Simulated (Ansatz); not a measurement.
Calculation for Li (hcp type): DFT, PBEsol, all-electron LAPW, scalar-relativistic (Ansatz 0.2.0).

The cell comes from a relaxation on PAW files under the same functional, begun from a prototype that needn't be the stable phase.

Command: `ansatz run input.yaml --threads 1 --pin off --max-ram 2048MiB --backend cpu --events-out ev --progress --plain --runs-dir out` It took 3.9 s on 1 thread of Intel(R) Xeon(R) Platinum 8259CL CPU @ 2.50GHz (Skylake/Cascade Lake), on a shared host, peak memory 0.26 GiB.

```yaml
crystal:
  lattice:
    - [3.0575567757, 0.0, 0.0]
    - [-1.5287783879, 2.6479218413, 0.0]
    - [0.0, 0.0, 4.9984062956]
  atoms:
    - { symbol: Li, position: [0.3333333333, 0.6666666667, 0.25] }
    - { symbol: Li, position: [0.6666666667, 0.3333333333, 0.75] }
kpoints:
  mp_grid: { grid: [14, 14, 8] }
  band_path:
    path:
      - [0.0, 0.0, 0.0]
      - [0.5, 0.0, 0.0]
      - [0.3333333333, 0.3333333333, 0.0]
      - [0.0, 0.0, 0.0]
      - [0.0, 0.0, 0.5]
      - [0.5, 0.0, 0.5]
      - [0.3333333333, 0.3333333333, 0.5]
      - [0.0, 0.0, 0.5]
      - [0.5, 0.0, 0.5]
    npoints: 14
scf:
  occupations: { method: fermi_dirac, width: 0.1 }
hamiltonian:
  xc: pbesol
  pseudopotentials: { kind: all_electron, lapw: { basis_error: 0.001 } }
output:
  forces: true
  stress: true
  eigenvalues: true
  populations: true
  dos: { projected: true, de: 0.2, e_range: [-14, 8] }
```

Output:

```
Li: projections on atomic orbitals take those of the free atom 1s2 2s1, of charge +0.00 (hamiltonian.pseudopotentials.projection_atoms)
LAPW: plane waves up to 4.163 Å⁻¹, error target 1.0e-3 eV per atom; small_component_spin mean_spin; Li in spheres of 1.529 Å, 3 of its electrons in bands, Dirac shells [] (how accurate: hamiltonian.pseudopotentials.lapw.basis_error, Limitations)
Engine: ansatz 0.2.0
Pseudopotentials: kind: all_electron
Pseudopotential: Li, LAPW, valence charge 3, lapw/all_electron/scalar/gaussian/Li, Koelling and Harmon's equation, gaussian nucleus
Functional definition: PBEsol
  exchange = pbesol_x
  correlation = pbesol_c
Crystal: 2 atoms, lattice volume = 40.468 Å³
Basis set: ecut = 66.03994965939616 eV, 43 PW (Γ), exchange–correlation at level 2
Bands: 7, of which v1, the nominal top of the filled ones, is band 3 counted from 1 (2 counted from 0)
Symmetry: 24 space group operations
Space group: P63/mmc (ITA 194), of the structure as read, at distance tolerance 3.4e-5 Å
k-points: 120 of 1568
Non-local potential: Li, projectors of the file, none
Initial density: superposition of atomic densities (chi_scale 0.1, normalization cell)
Initial wavefunctions: plane waves of lowest kinetic energy (no species holds an atomic orbital)
Functional: x = pbesol(κ = 0.804, μ = 0.12345679012345678), c = pbesol(β = 0.046)
iter 1 solved again at ethr=2.09e-5 eV; its pass at ethr=1.00e-1 eV (dr2=1.26e-3 eV) is discarded
SCF iter   1: F=—  HF=-406.020435 eV  |F-HF|=—  |Δ(HF+E_count)|=         —  Δρ=1.67e-3  dr2=1.25e-3  ethr=2.09e-5  ⟨swp⟩=4.4  Hψ=7604  notcnv=0
preconditioner: auto → none  [metal: Δε(μ)=0.017 eV  Ē_g=6.398 eV  σ=0.100 eV  W_gap=0.04  n_scr=2 (ndim 8)  ℏωp=8.3 eV  f_vac=0.000  D(μ)=0.94/eV (n_scr^D=2)  sad-step TF]
SCF iter   2: F=—  HF=-406.018428 eV  |F-HF|=—  |Δ(HF+E_count)|=   2.01e-3  Δρ=1.07e-3  dr2=5.49e-4  ethr=2.08e-5  ⟨swp⟩=2.0  Hψ=2877  notcnv=0
iter 3 solved again at ethr=2.35e-7 eV; its pass at ethr=9.16e-6 eV (dr2=1.41e-5 eV) is discarded
SCF iter   3: F=—  HF=-406.018010 eV  |F-HF|=—  |Δ(HF+E_count)|=   4.18e-4  Δρ=1.59e-4  dr2=1.40e-5  ethr=2.35e-7  ⟨swp⟩=2.0  Hψ=4612  notcnv=0
SCF iter   4: F=-406.018012 eV  HF=-406.018012 eV  |F-HF|=8.33e-9  |Δ(HF+E_count)|=   2.70e-6  Δρ=6.08e-6  dr2=2.04e-8  ethr=2.34e-7  ⟨swp⟩=2.0  Hψ=2877  notcnv=0
SCF 1 converged in 4 iterations: F = -406.018012 eV  dr2 = 2.04e-8
NSCF: frozen V_eff on 113 k-points
SCF converged after 4 iterations
Free energy (F): -406.018012 eV
Harris-Foulkes:  -406.018012 eV  (|F-HF|=8.33e-9)
Internal energy: -405.987388 eV  (E = F + TS)
E sigma→0 (E₀):  -406.002700 eV
Entropy (-TS):   -0.030625 eV (-15.312 meV/atom)
Fermi energy:    0.894762 eV
--- Per-component energies (eV) ---
  E_band       = -181.027570
  E_kinetic    = 402.261491
  E_xc         = -97.731711
  E_electrostatic = -710.517168  (all electrons and nuclei)
  E_smearing   = -0.030625  (= −TS)
  E_closure    = 0.000000  (closes the sum)
  E_atoms      = -402.065377  (free atoms, spherical and without spin; not in F)
  Σ components = -406.018012   (vs F -406.018012, Δ=0.00e0)
  Basis errors (estimates in eV, not in F): energy 3.7e-4 per atom: plane waves 3.7e-4 (2.6e-4 summed), levels above the bands 2.1e-29, relativity 8.7e-10, radial functions 2.1e-6, core shells 0.0e0; eigenvalues (radial functions only) 2.8e-5; not estimated: angular momenta, meshes, grids; target (lapw.basis_error) 1.0e-3; muffin-tin radii Li 1.529 Å
--- Forces (eV/Å), atoms counted from 1 ---
  atom   1  Li     0.00000000     0.00000000     0.00000000
  atom   2  Li    -0.00000000     0.00000000     0.00000000
  max |Σ_I F_I| component: 2.89e-19 eV/Å
--- Stress (GPa, compression-positive) ---
       -0.000494       0.000000       0.000000
        0.000000      -0.000494       0.000000
        0.000000       0.000000       0.000087
  P = ⅓ Tr σ = -0.0003 GPa (-0.003 kbar)
--- Band table (eV; the first three rows and the last of 120) ---
  k-point 0: bands = ["-45.0412", "-45.0220", "-2.6533", "0.8909", "3.8267", "13.4420", "13.4420"]
  k-point 1: bands = ["-45.0404", "-45.0228", "-2.5836", "0.5137", "4.3718", "13.5110", "13.5110"]
  k-point 2: bands = ["-45.0383", "-45.0248", "-2.3744", "-0.2091", "5.5960", "12.7362", "13.7107"]
  k-point 119: bands = ["-45.0175", "-45.0175", "2.8257", "2.8257", "3.9128", "3.9128", "7.2630"]
--- Löwdin populations: 2 sites ---
  site symbol       q [e]
     0     Li      2.9195
     1     Li      2.9195
  spilling = 0.026821 (of n_electrons = 6.000000)
```

populations.tsv:

```
# site	symbol	l	j	q
# orbitals = lowdin
# n_electrons = 6.000000
# spilling = 0.026821
# projection_atom_Li: 1s2 2s1
0	Li	0_1S	-	1.991514
0	Li	0_2S	-	0.928024
1	Li	0_1S	-	1.991514
1	Li	0_2S	-	0.928024
```

Next run (volume at 0.88 of the series' base cell), as changes to the input before:

```diff
   lattice:
-    - [3.0575567757, 0.0, 0.0]
-    - [-1.5287783879, 2.6479218413, 0.0]
-    - [0.0, 0.0, 4.9984062956]
+    - [2.9300076499, 0.0, 0.0]
+    - [-1.4650038249, 2.5374610581, 0.0]
+    - [0.0, 0.0, 4.7898926357]
   atoms:
   mp_grid: { grid: [14, 14, 8] }
-  band_path:
-    path:
-      - [0.0, 0.0, 0.0]
-      - [0.5, 0.0, 0.0]
-      - [0.3333333333, 0.3333333333, 0.0]
-      - [0.0, 0.0, 0.0]
-      - [0.0, 0.0, 0.5]
-      - [0.5, 0.0, 0.5]
-      - [0.3333333333, 0.3333333333, 0.5]
-      - [0.0, 0.0, 0.5]
-      - [0.5, 0.0, 0.5]
-    npoints: 14
 scf:
   populations: true
-  dos: { projected: true, de: 0.2, e_range: [-14, 8] }
```

Command: `ansatz run input.yaml --threads 1 --pin off --max-ram 2048MiB --backend cpu --events-out ev --progress --plain --runs-dir out` It took 2.9 s on 1 thread of Intel(R) Xeon(R) Platinum 8259CL CPU @ 2.50GHz (Skylake/Cascade Lake), on a shared host, peak memory 0.25 GiB.

Results part of the output:

```
SCF 1 converged in 4 iterations: F = -405.988596 eV  dr2 = 2.83e-8
SCF converged after 4 iterations
Free energy (F): -405.988596 eV
Harris-Foulkes:  -405.988596 eV  (|F-HF|=1.07e-8)
Internal energy: -405.959077 eV  (E = F + TS)
E sigma→0 (E₀):  -405.973837 eV
Entropy (-TS):   -0.029519 eV (-14.760 meV/atom)
Fermi energy:    1.306744 eV
--- Per-component energies (eV) ---
  E_band       = -177.777340
  E_kinetic    = 403.621329
  E_xc         = -98.242414
  E_electrostatic = -711.337992  (all electrons and nuclei)
  E_smearing   = -0.029519  (= −TS)
  E_closure    = 0.000000  (closes the sum)
  E_atoms      = -402.065377  (free atoms, spherical and without spin; not in F)
  Σ components = -405.988596   (vs F -405.988596, Δ=0.00e0)
  Basis errors (estimates in eV, not in F): energy 3.2e-4 per atom: plane waves 3.2e-4 (2.3e-4 summed), levels above the bands 3.0e-32, relativity 7.5e-10, radial functions 2.4e-6, core shells 0.0e0; eigenvalues (radial functions only) 3.2e-5; not estimated: angular momenta, meshes, grids; target (lapw.basis_error) 1.0e-3; muffin-tin radii Li 1.465 Å
--- Forces (eV/Å), atoms counted from 1 ---
  atom   1  Li    -0.00000000    -0.00000000     0.00000000
  atom   2  Li     0.00000000     0.00000000     0.00000000
  max |Σ_I F_I| component: 5.78e-19 eV/Å
--- Stress (GPa, compression-positive) ---
        2.143416       0.000000       0.000000
       -0.000000       2.143416       0.000000
        0.000000       0.000000       2.156513
  P = ⅓ Tr σ = 2.1478 GPa (21.478 kbar)
--- Band table (eV; the first three rows and the last of 120) ---
  k-point 0: bands = ["-44.4176", "-44.3862", "-2.3970", "1.2453", "4.6843", "15.0151", "15.0151"]
  k-point 1: bands = ["-44.4164", "-44.3874", "-2.3245", "0.8753", "5.2383", "15.0900", "15.0900"]
  k-point 2: bands = ["-44.4131", "-44.3908", "-2.1069", "0.1416", "6.5215", "14.2258", "15.3095"]
  k-point 119: bands = ["-44.3787", "-44.3787", "3.3632", "3.3632", "4.5479", "4.5479", "8.4561"]
--- Löwdin populations: 2 sites ---
  site symbol       q [e]
     0     Li      2.9218
     1     Li      2.9218
  spilling = 0.026061 (of n_electrons = 6.000000)
```

Next run (volume at 0.78 of the series' base cell), as changes to the input before:

```diff
   lattice:
-    - [2.9300076499, 0.0, 0.0]
-    - [-1.4650038249, 2.5374610581, 0.0]
-    - [0.0, 0.0, 4.7898926357]
+    - [2.8145311812, 0.0, 0.0]
+    - [-1.4072655906, 2.4374555027, 0.0]
+    - [0.0, 0.0, 4.6011150102]
   atoms:
```

Results part of the output:

```
SCF 1 converged in 4 iterations: F = -405.900079 eV  dr2 = 3.86e-8
SCF converged after 4 iterations
Free energy (F): -405.900079 eV
Harris-Foulkes:  -405.900079 eV  (|F-HF|=1.44e-8)
Internal energy: -405.871560 eV  (E = F + TS)
E sigma→0 (E₀):  -405.885820 eV
Entropy (-TS):   -0.028520 eV (-14.260 meV/atom)
Fermi energy:    1.740545 eV
--- Per-component energies (eV) ---
  E_band       = -174.479440
  E_kinetic    = 405.075266
  E_xc         = -98.756091
  E_electrostatic = -712.190735  (all electrons and nuclei)
  E_smearing   = -0.028520  (= −TS)
  E_closure    = 0.000000  (closes the sum)
  E_atoms      = -402.065377  (free atoms, spherical and without spin; not in F)
  Σ components = -405.900079   (vs F -405.900079, Δ=0.00e0)
  Basis errors (estimates in eV, not in F): energy 2.8e-4 per atom: plane waves 2.8e-4 (1.9e-4 summed), levels above the bands 4.6e-35, relativity 3.0e-9, radial functions 3.0e-6, core shells 0.0e0; eigenvalues (radial functions only) 3.5e-5; not estimated: angular momenta, meshes, grids; target (lapw.basis_error) 1.0e-3; muffin-tin radii Li 1.407 Å
--- Forces (eV/Å), atoms counted from 1 ---
  atom   1  Li     0.00000000    -0.00000000     0.00000000
  atom   2  Li    -0.00000000     0.00000000     0.00000000
  max |Σ_I F_I| component: 1.16e-18 eV/Å
--- Stress (GPa, compression-positive) ---
        5.093396       0.000000       0.000000
        0.000000       5.093396       0.000000
        0.000000       0.000000       5.128542
  P = ⅓ Tr σ = 5.1051 GPa (51.051 kbar)
--- Band table (eV; the first three rows and the last of 120) ---
  k-point 0: bands = ["-43.8027", "-43.7534", "-2.0939", "1.6167", "5.5925", "16.6345", "16.6345"]
  k-point 1: bands = ["-43.8009", "-43.7553", "-2.0193", "1.2551", "6.1551", "16.7175", "16.7175"]
  k-point 2: bands = ["-43.7955", "-43.7607", "-1.7951", "0.5169", "7.4939", "15.7631", "16.9588"]
  k-point 119: bands = ["-43.7416", "-43.7416", "3.9224", "3.9224", "5.2073", "5.2073", "9.7041"]
--- Löwdin populations: 2 sites ---
  site symbol       q [e]
     0     Li      2.9238
     1     Li      2.9238
  spilling = 0.025409 (of n_electrons = 6.000000)
```

Next run (volume at 0.68 of the series' base cell), as changes to the input before:

```diff
   lattice:
-    - [2.8145311812, 0.0, 0.0]
-    - [-1.4072655906, 2.4374555027, 0.0]
-    - [0.0, 0.0, 4.6011150102]
+    - [2.6887112712, 0.0, 0.0]
+    - [-1.3443556356, 2.3284922643, 0.0]
+    - [0.0, 0.0, 4.3954282228]
   atoms:
```

Command: `ansatz run input.yaml --threads 1 --pin off --max-ram 2048MiB --backend cpu --events-out ev --progress --plain --runs-dir out` It took 3.2 s on 1 thread of Intel(R) Xeon(R) Platinum 8259CL CPU @ 2.50GHz (Skylake/Cascade Lake) (shared host), peak memory 0.25 GiB.

Results part of the output:

```
SCF 1 converged in 4 iterations: F = -405.715166 eV  dr2 = 5.32e-8
SCF converged after 4 iterations
Free energy (F): -405.715166 eV
Harris-Foulkes:  -405.715166 eV  (|F-HF|=2.00e-8)
Internal energy: -405.687788 eV  (E = F + TS)
E sigma→0 (E₀):  -405.701477 eV
Entropy (-TS):   -0.027377 eV (-13.689 meV/atom)
Fermi energy:    2.293467 eV
--- Per-component energies (eV) ---
  E_band       = -170.430937
  E_kinetic    = 406.956696
  E_xc         = -99.381330
  E_electrostatic = -713.263155  (all electrons and nuclei)
  E_smearing   = -0.027377  (= −TS)
  E_closure    = 0.000000  (closes the sum)
  E_atoms      = -402.065377  (free atoms, spherical and without spin; not in F)
  Σ components = -405.715166   (vs F -405.715166, Δ=0.00e0)
  Basis errors (estimates in eV, not in F): energy 2.6e-4 per atom: plane waves 2.6e-4 (1.8e-4 summed), levels above the bands 1.8e-38, relativity 6.4e-9, radial functions 3.8e-6, core shells 0.0e0; eigenvalues (radial functions only) 4.0e-5; not estimated: angular momenta, meshes, grids; target (lapw.basis_error) 1.0e-3; muffin-tin radii Li 1.344 Å
--- Forces (eV/Å), atoms counted from 1 ---
  atom   1  Li    -0.00000000    -0.00000000     0.00000000
  atom   2  Li     0.00000000     0.00000000     0.00000000
  max |Σ_I F_I| component: 1.16e-18 eV/Å
--- Stress (GPa, compression-positive) ---
        9.942380       0.000000       0.000000
       -0.000000       9.942380       0.000000
        0.000000       0.000000      10.017208
  P = ⅓ Tr σ = 9.9673 GPa (99.673 kbar)
--- Band table (eV; the first three rows and the last of 120) ---
  k-point 0: bands = ["-43.0736", "-42.9928", "-1.6616", "2.0866", "6.7579", "18.6560", "18.6560"]
  k-point 1: bands = ["-43.0705", "-42.9958", "-1.5854", "1.7380", "7.3297", "18.7484", "18.7484"]
  k-point 2: bands = ["-43.0617", "-43.0046", "-1.3567", "1.0027", "8.7304", "17.6802", "19.0161"]
  k-point 119: bands = ["-42.9736", "-42.9736", "4.6255", "4.6255", "6.0343", "6.0343", "11.2824"]
--- Löwdin populations: 2 sites ---
  site symbol       q [e]
     0     Li      2.9258
     1     Li      2.9258
  spilling = 0.024748 (of n_electrons = 6.000000)
```

Next run (volume at 0.58 of the series' base cell), as changes to the input before:

```diff
   lattice:
-    - [2.6887112712, 0.0, 0.0]
-    - [-1.3443556356, 2.3284922643, 0.0]
-    - [0.0, 0.0, 4.3954282228]
+    - [2.5498650408, 0.0, 0.0]
+    - [-1.2749325204, 2.2082479016, 0.0]
+    - [0.0, 0.0, 4.1684463798]
   atoms:
```

Results part of the output:

```
SCF 1 converged in 4 iterations: F = -405.367465 eV  dr2 = 7.72e-8
the search or the solves at the SCF's close seem to have found levels that the self-consistency loop had missed (the run counts 1). By its estimate they hold under 1e-12 electrons; where the run keeps them, the occupations were computed again with them
SCF converged after 4 iterations
Free energy (F): -405.367465 eV
Harris-Foulkes:  -405.367465 eV  (|F-HF|=2.92e-8)
Internal energy: -405.341440 eV  (E = F + TS)
E sigma→0 (E₀):  -405.354453 eV
Entropy (-TS):   -0.026025 eV (-13.013 meV/atom)
Fermi energy:    3.024283 eV
--- Per-component energies (eV) ---
  E_band       = -165.299886
  E_kinetic    = 409.487733
  E_xc         = -100.166797
  E_electrostatic = -714.662376  (all electrons and nuclei)
  E_smearing   = -0.026025  (= −TS)
  E_closure    = 0.000000  (closes the sum)
  E_atoms      = -402.065377  (free atoms, spherical and without spin; not in F)
  Σ components = -405.367465   (vs F -405.367465, Δ=0.00e0)
  Basis errors (estimates in eV, not in F): energy 2.6e-4 per atom: plane waves 2.5e-4 (1.8e-4 summed), levels above the bands 1.3e-42, relativity 1.9e-9, radial functions 3.5e-6, core shells 0.0e0; eigenvalues (radial functions only) 2.0e-5; not estimated: angular momenta, meshes, grids; target (lapw.basis_error) 1.0e-3; muffin-tin radii Li 1.275 Å
--- Forces (eV/Å), atoms counted from 1 ---
  atom   1  Li    -0.00000000    -0.00000000     0.00000000
  atom   2  Li     0.00000000     0.00000000     0.00000000
  max |Σ_I F_I| component: 2.31e-18 eV/Å
--- Stress (GPa, compression-positive) ---
       18.340121       0.000000       0.000000
       -0.000000      18.340121       0.000000
        0.000000       0.000000      18.468743
  P = ⅓ Tr σ = 18.3830 GPa (183.830 kbar)
--- Band table (eV; the first three rows and the last of 120) ---
  k-point 0: bands = ["-42.1923", "-42.0530", "-1.0174", "2.7021", "8.3087", "21.2600", "21.2600"]
  k-point 1: bands = ["-42.1870", "-42.0584", "-0.9414", "2.3728", "8.8902", "21.3640", "21.3640"]
  k-point 2: bands = ["-42.1719", "-42.0735", "-0.7125", "1.6547", "10.3603", "20.1506", "21.6659"]
  k-point 119: bands = ["-42.0205", "-42.0205", "5.5392", "5.5392", "7.1065", "7.1065", "13.3478"]
--- Löwdin populations: 2 sites ---
  site symbol       q [e]
     0     Li      2.9278
     1     Li      2.9278
  spilling = 0.024078 (of n_electrons = 6.000000)
```

Next run (volume at 0.5 of the series' base cell), as changes to the input before:

```diff
   lattice:
-    - [2.5498650408, 0.0, 0.0]
-    - [-1.2749325204, 2.2082479016, 0.0]
-    - [0.0, 0.0, 4.1684463798]
+    - [2.4267844211, 0.0, 0.0]
+    - [-1.2133922106, 2.1016569582, 0.0]
+    - [0.0, 0.0, 3.9672377059]
   atoms:
```

Command: `ansatz run input.yaml --threads 1 --pin off --max-ram 2048MiB --backend cpu --events-out ev --progress --plain --runs-dir out` It took 3.4 s on 1 thread of Intel(R) Xeon(R) Platinum 8259CL CPU @ 2.50GHz (Skylake/Cascade Lake), with other jobs on the host, peak memory 0.23 GiB.

Results part of the output:

```
SCF 1 converged in 5 iterations: F = -404.888683 eV  dr2 = 5.90e-11
SCF converged after 5 iterations
Free energy (F): -404.888683 eV
Harris-Foulkes:  -404.888683 eV  (|F-HF|=4.36e-11)
Internal energy: -404.863873 eV  (E = F + TS)
E sigma→0 (E₀):  -404.876278 eV
Entropy (-TS):   -0.024810 eV (-12.405 meV/atom)
Fermi energy:    3.805460 eV
--- Per-component energies (eV) ---
  E_band       = -160.039427
  E_kinetic    = 412.240748
  E_xc         = -100.965000
  E_electrostatic = -716.139621  (all electrons and nuclei)
  E_smearing   = -0.024810  (= −TS)
  E_closure    = 0.000000  (closes the sum)
  E_atoms      = -402.065377  (free atoms, spherical and without spin; not in F)
  Σ components = -404.888683   (vs F -404.888683, Δ=0.00e0)
  Basis errors (estimates in eV, not in F): energy 2.6e-4 per atom: plane waves 2.6e-4 (1.8e-4 summed), levels above the bands 1.3e-46, relativity 1.3e-9, radial functions 4.8e-6, core shells 0.0e0; eigenvalues (radial functions only) 2.2e-5; not estimated: angular momenta, meshes, grids; target (lapw.basis_error) 1.0e-3; muffin-tin radii Li 1.213 Å
--- Forces (eV/Å), atoms counted from 1 ---
  atom   1  Li     0.00000000    -0.00000000     0.00000000
  atom   2  Li     0.00000000     0.00000000     0.00000000
  max |Σ_I F_I| component: 1.39e-17 eV/Å
--- Stress (GPa, compression-positive) ---
       29.967756      -0.000000       0.000000
       -0.000000      29.967756       0.000000
        0.000000       0.000000      30.148458
  P = ⅓ Tr σ = 30.0280 GPa (300.280 kbar)
--- Band table (eV; the first three rows and the last of 120) ---
  k-point 0: bands = ["-41.3415", "-41.1160", "-0.2448", "3.3522", "9.9769", "23.9694", "23.9694"]
  k-point 1: bands = ["-41.3329", "-41.1247", "-0.1714", "3.0466", "10.5663", "24.0855", "24.0855"]
  k-point 2: bands = ["-41.3087", "-41.1492", "0.0503", "2.3612", "12.0978", "22.7222", "24.4229"]
  k-point 119: bands = ["-41.0640", "-41.0640", "6.4976", "6.4976", "8.2290", "8.2290", "15.5307"]
--- Löwdin populations: 2 sites ---
  site symbol       q [e]
     0     Li      2.9292
     1     Li      2.9292
  spilling = 0.023586 (of n_electrons = 6.000000)
```

The structure type is held throughout; the real material can change phase at far lower pressure.
